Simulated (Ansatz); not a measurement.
NbAlB:
```yaml
crystal:
  lattice:
    - [1.65243, -7.30652, 0.00000]
    - [1.65243, 7.30652, 0.00000]
    - [0.00000, 0.00000, 3.10473]
  atoms:
    - { symbol: Al, position: [0.69992, 0.30008, 0.25000] }
    - { symbol: Al, position: [0.30008, 0.69992, 0.75000] }
    - { symbol: B, position: [0.46926, 0.53074, 0.75000] }
    - { symbol: B, position: [0.53074, 0.46926, 0.25000] }
    - { symbol: Nb, position: [0.08801, 0.91199, 0.75000] }
    - { symbol: Nb, position: [0.91199, 0.08801, 0.25000] }
```

Relaxed with PBEsol. Special points in fractions of this cell's reciprocal vectors: Γ (0.000, 0.000, 0.000); Y (-0.500, 0.500, 0.000); C0 (-0.263, 0.737, 0.000); Σ0 (0.263, 0.263, 0.000); Z (0.000, 0.000, 0.500); A0 (0.263, 0.263, 0.500); E0 (-0.263, 0.737, 0.500); T (-0.500, 0.500, 0.500); S (0.000, 0.500, 0.000); R (0.000, 0.500, 0.500).

Q: List the band energies nearest the Fermi level at these points for the program Ansatz at the PBEsol level (PAW).

A: In eV from the Fermi level; about four levels below and three above (degenerate sets whole), none deeper than 8.9 eV; points with the same levels are listed once.

```
k                     below                above
--  -----------------------  -------------------
Γ   -3.19 -2.95 -2.40 -2.13       0.45 1.53 1.85
Y   -3.18 -2.72 -2.50 -1.40       1.25 1.56 1.83
C0  -2.66 -1.52 -0.40 -0.04       0.50 1.92 2.59
Z   -2.86 -2.86 -2.27 -2.27  1.13 1.13 1.39 1.39
A0  -1.32 -1.32 -0.69 -0.69  3.09 3.09 3.39 3.39
T   -2.84 -2.84 -2.56 -2.56  0.98 0.98 1.37 1.37
S   -2.94 -1.41 -0.40 -0.05       0.50 2.02 2.25
R   -1.27 -1.27 -0.66 -0.66  3.14 3.14 3.21 3.21
```

Space group Cmcm. The start of the workflow was typed in or built on a structure type; neither database checked (COD, Materials Project) lists it. Its standing as an ambient phase is unchecked. Symmetry was held in the PBEsol relaxation; whether a distortion lowers the energy is not shown. No spin polarisation was allowed. Scalar-relativistic: spin–orbit coupling is off unless named, which matters more the heavier the elements.

Potentials: the later of the program's two PAW sets.
